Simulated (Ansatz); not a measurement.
SiO2:
```xyz
6
Lattice="4.1852 0.0000 0.0000 0.0000 4.1852 0.0000 0.0000 0.0000 2.6688" Properties=species:S:1:pos:R:3 pbc="T T T"
Si     0.0000     0.0000     0.0000
Si     2.0926     2.0926     1.3344
O      1.2811     1.2811     0.0000
O      3.3737     0.8115     1.3344
O      0.8115     3.3737     1.3344
O      2.9041     2.9041     0.0000
```

Relaxed with r²SCAN.

Give the Bader charges and basin volumes of the independent atoms, DFT-r²SCAN in the program Ansatz with PAW potentials.



```csv
atom,Bader charge (e),Bader volume (Å³)
Si1,+3.35,2.5
O3,-1.67,10.4
```

Space group P4_2/mnm (rutile). This is a known high-pressure phase of the composition, computed here at zero pressure and temperature. Symmetry was held in the r²SCAN relaxation; its stability against distortions is not shown here.

Potentials: the later of the program's two PAW sets.
